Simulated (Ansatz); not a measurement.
# Tetragonal deformation path in SnSe

Computed with DFT r2SCAN, scalar-relativistic, plane waves, PAW in Ansatz 0.2.0. Cutoff 500 eV, Γ-centred 12×12×12 k-points, Gaussian smearing of 0.05 eV. No spin polarisation. Energies are free energies at this smearing, counted from the undisturbed cell; pressure is positive in compression.

Zero of the scan (relaxed at this level; this rock-salt form isn't the usual structure):

```
Sn Se
1.0
     0.00000    3.01000    3.01000
     3.01000    0.00000    3.01000
     3.01000    3.01000    0.00000
Sn Se
1 1
Direct
  0.00000 0.00000 0.00000
  0.50000 0.50000 0.50000
```

At fixed volume and fractional coordinates, lengths along (0.000, 0.000, 1.000) are scaled against those across it; ρ is that ratio over its starting value.

| ρ | ΔE (meV/atom) | pressure (GPa) | gap on the mesh (eV) |
| --- | --- | --- | --- |
| 0.707 | 986.7 | 15.6 | 0.00 |
| 0.780 | 507.2 | 7.5 | 0.00 |
| 0.850 | 217.8 | 3.6 | 0.00 |
| 1.000 | 0.0 | 0.0 | 0.37 |
| 1.200 | 181.1 | 4.0 | 0.00 |
| 1.414 | 542.0 | 11.7 | 0.00 |

Where the gap reads zero the k-mesh, chosen for the insulator, is on the coarse side.

Cost: 6 runs of about 2 core-minutes in all, on Intel Xeon Platinum 8259CL (Skylake/Cascade Lake) (shared hosts).